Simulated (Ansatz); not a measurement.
As:
```xyz
4
Lattice="3.6205 0.0000 0.0000 0.0000 4.7725 0.0000 0.0000 0.0000 31.0000" Properties=species:S:1:pos:R:3 pbc="T T F"
As     0.0000     2.7431    14.3204
As     0.0000     2.0294    16.6796
As     1.8102     4.4156    14.3204
As     1.8102     0.3569    16.6796
```
The layer is periodic in x and y and isolated along z.

Relaxed with r²SCAN+D4. Special points in fractions of this cell's reciprocal vectors: Γ (0.000, 0.000, 0.000); X (0.500, 0.000, 0.000); S (0.500, 0.500, 0.000); Y (0.000, 0.500, 0.000).

Task: List the band energies nearest the valence-band maximum at these points for r²SCAN+D4 in the plane-wave PAW code Ansatz.

Result: In eV from the valence-band maximum; about four levels below and three above (degenerate sets whole), none deeper than 8.9 eV; points with the same levels are listed once.

```tsv
k	below	above
Γ	-2.78 -1.52 -1.14 0.00	1.09 2.47 2.91
X	-2.44 -2.44 -1.80 -1.80	1.56 1.56 2.28 2.28
S	-4.12 -4.12 -1.30 -1.30	2.91 2.91 4.56 4.56
Y	-1.84 -1.84 -0.71 -0.71	1.95 1.95 3.47 3.47
```

Space group Pmna (puckered). The layer was cut from a bulk entry of the Materials Project (measured or hypothetical); whether that bulk phase is the ambient one, and whether the layer has been isolated, was not checked. The cell was relaxed with r²SCAN+D4 under the symmetry of its start; its stability against distortions is not shown here. Spin–orbit coupling is left out wherever it is not named.

Potentials: the later of the program's two PAW sets.
